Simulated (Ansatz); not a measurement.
The start is a generated trial cell of TaSi2 in the AFLOW prototype AB2_hP3_164_a_d (C6, as in CdI2). A full variable-cell relaxation at zero pressure is run with r2SCAN (plane waves to 500 eV, PAW, scalar-relativistic; Ansatz, a first-principles code). First-step values are on the input's coarse k-mesh.

Ansatz input (later rounds restart from its end on a renewed k-mesh):
Ansatz 0.2 input:
```yaml
crystal:
  lattice:
    - [3.1660859, 0, 0]
    - [-1.583043, 2.7419108, 0]
    - [0, 0, 5.1075537]
  atoms:
    - { symbol: Ta, position: [0, 0, 0] }
    - { symbol: Si, position: [0.33333333, 0.66666667, 0.252] }
    - { symbol: Si, position: [0.66666667, 0.33333333, 0.748] }
basis: { ecutwfc: 500, ecutrho_ratio: 4, xc_grid: 4, fft_grid_basis: typed }
kpoints: { mp_grid: { grid: [8, 8, 5] } }
hamiltonian:
  xc: r2scan
  dispersion: none
  pseudopotentials: { kind: paw }
scf: { occupations: { method: fermi_dirac, width: 0.05 } }
relax: { f_tol: 0.01, max_steps: 100, cell: { stress_tol: 0.02 } }
output: { forces: true, stress: true }
```

- Initial pressure = +70 GPa (positive: the cell is compressed)
- Largest initial force = about 8.2 eV/Å, on Si2, Si3 (atoms numbered as listed)
- Outcome = The space group stays P-3m1 (No. 164) (the run could not lower it), with 3 atoms in the primitive cell
- Energy released = 1.83 eV/atom
- Shortest distances (start → end) = The closest pairs of elements (up to four, under 3.6 Å), start → end: Si–Ta 2.24 → 2.69 Å; Si–Si 3.12 → 2.58 Å; Ta–Ta 3.17 → 2.93 Å
- Band gap at the end = zero (metallic)
- Optimiser moves = 14

It ends as:

```cif
data_Si2Ta
_chemical_formula_sum 'Ta1 Si2'
_space_group_name_H-M_alt 'P-3m1'
_space_group_IT_number 164
_space_group_name_Hall '-P 3 2"'
_cell_length_a 2.93255
_cell_length_b 2.93255
_cell_length_c 6.13506
_cell_angle_alpha 90.000
_cell_angle_beta 90.000
_cell_angle_gamma 120.000
loop_
_atom_site_label
_atom_site_type_symbol
_atom_site_symmetry_multiplicity
_atom_site_Wyckoff_symbol
_atom_site_fract_x
_atom_site_fract_y
_atom_site_fract_z
_atom_site_occupancy
Ta1 Ta 1 a 0.00000 0.00000 0.00000 1
Si1 Si 2 d 0.66667 0.33333 0.34105 1
```

Final values are on a 18×18×8 k-mesh of the relaxed cell. No spin polarisation in the result. The relaxed primitive cell holds an odd number of electrons. A magnetic state may lie lower.

The run could not lose the symmetry of its start: the end is stationary, and may be a saddle point rather than a minimum.

The relaxed structure here is a generated cell of TaSi2: the first start was made by placing the elements on the sites of a structure type, and the end was not matched to a known phase here, so it may be hypothetical. Known forms of TaSi2 include space group No. 181.
